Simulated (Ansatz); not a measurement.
Ti3Al (D019 type, space group P6_3/mmc)

```xyz
8
Lattice="5.7471 0.0000 0.0000 -2.8736 4.9772 0.0000 0.0000 0.0000 4.6315" Properties=species:S:1:pos:R:3 pbc="T T T"
Ti     2.8736     3.2832     1.1579
Ti    -1.4065     4.1302     3.4736
Ti     1.4670     0.8470     1.1579
Ti     0.0000     1.6940     3.4736
Ti     4.2801     0.8470     1.1579
Ti     1.4065     4.1302     3.4736
Al     0.0000     3.3181     1.1579
Al     2.8736     1.6591     3.4736
```

Equation-of-state scan: isotropic scaling of the cell above, V₀ being its volume. The atoms relax within the cell's symmetry.

Method: r2SCAN (plane waves to 500 eV, PAW, scalar-relativistic; Ansatz, a quantum-chemistry and plane-wave program). k mesh 10×10×10 (Γ-centred), Fermi-Dirac smearing 0.05 eV. E stands for the smeared free energy. Compression counts positive. With the shape held, the modulus is that of even scaling; a crystal free to change shape is softer. Ti3Al is run without spin polarisation. Ti3Al was relaxed with its symmetry unable to fall. The zero of ΔE is the relaxed starting cell. The last digit holds for this mesh only.

```tsv
V (Å³/atom)	ΔE (meV/atom)
15.567	24.8
15.765	15.5
15.964	8.6
16.163	3.7
16.361	0.9
16.560	0.0
16.759	0.9
16.958	3.5
17.156	7.7
17.355	13.4
17.554	withheld
```

Problem. Fit a third-order Birch-Murnaghan form (E₀, V₀, B₀, B₀′ free) to the given rows and predict ΔE at V = 17.554.

Solution. Least squares on the 10 given rows: ΔE = E₀ + (9V₀B₀/16)·y²·[2 + (B₀′ − 4)y], y = (V₀/V)^(2/3) − 1, with V₀ = 16.558 Å³/atom, B₀ = 121.0 GPa (160.2 GPa = 1 eV/Å³; the term in eV is multiplied by 1000), B₀′ = 3.91, E₀ = 0.00 meV/atom; root-mean-square residual 0.02 meV/atom. At 17.554 the fit gives 20.6 meV/atom; the calculation gives 20.6 meV/atom, the same to the digits shown. For the pressure the fit gives -6.3 GPa against the computed -6.4 GPa.

(A scan under strain: stresses follow from slopes of the energy per volume, elastic moduli from its curvatures.)
